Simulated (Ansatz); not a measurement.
A relaxation computed with Ansatz, from input to last step.

```yaml
crystal:
  lattice:
    - [4.918983588, 0.0, 0.0]
    - [-2.459491794, 4.259964748, 0.0]
    - [0.0, 0.0, 4.8553632641]
  atoms:
    - { symbol: Ca, position: [0.0, 0.0, 0.0] }
    - { symbol: Si, position: [0.3333333333, 0.6666666667, 0.2775] }
    - { symbol: Si, position: [0.6666666667, 0.3333333333, 0.7225] }
    - { symbol: Au, position: [0.0, 0.0, 0.3809] }
    - { symbol: Au, position: [0.0, 0.0, 0.6191] }
basis:
  ecutwfc: 420
kpoints:
  mp_grid: { grid: [6, 6, 4] }
hamiltonian:
  xc: pbesol
scf:
  occupations: { method: gaussian, width: 0.1 }
  lower_state_search: "off"
output:
  forces: true
  stress: true
  eigenvalues: true
relax:
  adjacent_minimum: "off"
  f_tol: 0.04
  max_steps: 70
  cell: { stress_tol: 0.4 }
```

```bash
ansatz run input.yaml --threads 1 --pin off --max-ram 2560MiB --backend cpu --events-out ev --progress --plain --runs-dir out
```

All numbers below come from DFT PBEsol, scalar-relativistic, plane waves, PAW (Ansatz).

Of 28 frames 10 are shown, positions in Å and forces in eV/Å; the SCF threshold varies from step to step. Steps run on the plane waves of an earlier cell, with a Pulay correction in the pressure. The basis is chosen afresh for the last frame, the zero of the energies, and at times for earlier ones too; energy and pressure step there, also at an unchanged geometry. Here that happened at steps 16 (-377 meV/atom, 12.6 GPa), 26 (-9 meV/atom, 0.6 GPa); the frames before carry an error of that size.

```xyz
5
Lattice="4.9190 0.0000 0.0000 -2.4595 4.2600 0.0000 0.0000 0.0000 4.8554" Properties=species:S:1:pos:R:3:forces:R:3 pbc="T T T" step=1 free_energy_over_end_meV_per_atom=44523.44 pressure_GPa=647.95
Ca    0.0000    0.0000    0.0000    0.0000    0.0000    0.0000
Si    0.0000    2.8400    1.3474    0.0000    0.0000   -0.2074
Si    2.4595    1.4200    3.5080    0.0000    0.0000    0.2074
Au    0.0000    0.0000    1.8494    0.0000    0.0000 -974.8499
Au    0.0000    0.0000    3.0060    0.0000    0.0000  974.8499
5
Lattice="4.9304 0.0000 0.0000 -2.4652 4.2698 0.0000 0.0000 0.0000 5.3894" Properties=species:S:1:pos:R:3:forces:R:3 pbc="T T T" step=4 free_energy_over_end_meV_per_atom=5859.46 pressure_GPa=89.25
Ca    0.0000    0.0000    0.0000    0.0000    0.0000    0.0000
Si    0.0000    2.8465    1.4925    0.0000    0.0000    0.0619
Si    2.4652    1.4233    3.8969    0.0000    0.0000   -0.0619
Au    0.0000    0.0000    1.8187    0.0000    0.0000  -41.4557
Au    0.0000    0.0000    3.5707    0.0000    0.0000   41.4557
5
Lattice="4.8715 0.0000 0.0000 -2.4357 4.2188 0.0000 0.0000 0.0000 6.1114" Properties=species:S:1:pos:R:3:forces:R:3 pbc="T T T" step=7 free_energy_over_end_meV_per_atom=2320.92 pressure_GPa=27.48
Ca    0.0000    0.0000    0.0000    0.0000    0.0000    0.0000
Si    0.0000    2.8126    1.7059    0.0000    0.0000    0.3219
Si    2.4357    1.4063    4.4055    0.0000    0.0000   -0.3219
Au    0.0000    0.0000    2.0058    0.0000    0.0000   -3.5647
Au    0.0000    0.0000    4.1056    0.0000    0.0000    3.5647
5
Lattice="4.6173 0.0000 0.0000 -2.3087 3.9987 0.0000 0.0000 0.0000 6.8262" Properties=species:S:1:pos:R:3:forces:R:3 pbc="T T T" step=10 free_energy_over_end_meV_per_atom=1133.80 pressure_GPa=3.19
Ca    0.0000    0.0000    0.0000    0.0000    0.0000    0.0000
Si    0.0000    2.6658    2.0005    0.0000    0.0000    0.2147
Si    2.3087    1.3329    4.8257    0.0000    0.0000   -0.2147
Au    0.0000    0.0000    2.2460    0.0000    0.0000    0.5693
Au    0.0000    0.0000    4.5802    0.0000    0.0000   -0.5693
5
Lattice="4.2227 0.0000 0.0000 -2.1113 3.6569 0.0000 0.0000 0.0000 7.2340" Properties=species:S:1:pos:R:3:forces:R:3 pbc="T T T" step=13 free_energy_over_end_meV_per_atom=832.08 pressure_GPa=-3.20
Ca    0.0000    0.0000    0.0000    0.0000    0.0000    0.0000
Si    0.0000    2.4380    2.1267    0.0000    0.0000    0.0217
Si    2.1113    1.2190    5.1073    0.0000    0.0000   -0.0217
Au    0.0000    0.0000    2.4149    0.0000    0.0000   -0.0687
Au    0.0000    0.0000    4.8191    0.0000    0.0000    0.0687
5
Lattice="4.2162 0.0000 0.0000 -2.1081 3.6514 0.0000 0.0000 0.0000 7.1724" Properties=species:S:1:pos:R:3:forces:R:3 pbc="T T T" step=16 free_energy_over_end_meV_per_atom=446.43 pressure_GPa=12.56
Ca    0.0000    0.0000    0.0000    0.0000    0.0000    0.0000
Si    0.0000    2.4342    2.1127    0.0000    0.0000    0.0158
Si    2.1081    1.2171    5.0597    0.0000    0.0000   -0.0158
Au    0.0000    0.0000    2.3900    0.0000    0.0000   -0.4524
Au    0.0000    0.0000    4.7824    0.0000    0.0000    0.4524
5
Lattice="4.1429 0.0000 0.0000 -2.0715 3.5879 0.0000 0.0000 0.0000 7.8895" Properties=species:S:1:pos:R:3:forces:R:3 pbc="T T T" step=19 free_energy_over_end_meV_per_atom=129.23 pressure_GPa=3.23
Ca    0.0000    0.0000    0.0000    0.0000    0.0000    0.0000
Si    0.0000    2.3919    2.3288    0.0000    0.0000   -0.0661
Si    2.0715    1.1960    5.5607    0.0000    0.0000    0.0661
Au    0.0000    0.0000    2.6509    0.0000    0.0000   -0.0144
Au    0.0000    0.0000    5.2387    0.0000    0.0000    0.0144
5
Lattice="3.9063 0.0000 0.0000 -1.9531 3.3829 0.0000 0.0000 0.0000 8.6099" Properties=species:S:1:pos:R:3:forces:R:3 pbc="T T T" step=22 free_energy_over_end_meV_per_atom=13.66 pressure_GPa=1.25
Ca    0.0000    0.0000    0.0000    0.0000    0.0000    0.0000
Si    0.0000    2.2553    2.1257    0.0000    0.0000   -0.0401
Si    1.9531    1.1276    6.4841    0.0000    0.0000    0.0401
Au    0.0000    0.0000    2.9419    0.0000    0.0000    0.2358
Au    0.0000    0.0000    5.6680    0.0000    0.0000   -0.2358
5
Lattice="3.9018 0.0000 0.0000 -1.9509 3.3790 0.0000 0.0000 0.0000 8.7216" Properties=species:S:1:pos:R:3:forces:R:3 pbc="T T T" step=25 free_energy_over_end_meV_per_atom=11.00 pressure_GPa=-0.02
Ca    0.0000    0.0000    0.0000    0.0000    0.0000    0.0000
Si    0.0000    2.2527    2.1538    0.0000    0.0000   -0.0007
Si    1.9509    1.1263    6.5678    0.0000    0.0000    0.0007
Au    0.0000    0.0000    3.0020    0.0000    0.0000   -0.0004
Au    0.0000    0.0000    5.7196    0.0000    0.0000    0.0004
5
Lattice="3.8893 0.0000 0.0000 -1.9446 3.3682 0.0000 0.0000 0.0000 8.8358" Properties=species:S:1:pos:R:3:forces:R:3 pbc="T T T" step=28 free_energy_over_end_meV_per_atom=0.00 pressure_GPa=-0.02
Ca    0.0000    0.0000    0.0000    0.0000    0.0000    0.0000
Si    0.0000    2.2455    2.1776    0.0000    0.0000    0.0067
Si    1.9446    1.1227    6.6582    0.0000    0.0000   -0.0067
Au    0.0000    0.0000    3.0485    0.0000    0.0000   -0.0094
Au    0.0000    0.0000    5.7873    0.0000    0.0000    0.0094
```

The start puts this composition into another compound's structure type, which needn't suit it. At the end the space group is P-3m1 (tolerance 0.05 Å).

Time: 3 min on 1 thread of Arm Neoverse V1, on a shared host, peak memory 0.41 GiB.

The k mesh is coarse. Spin–orbit coupling is left out, which can shift energies with elements as heavy as these.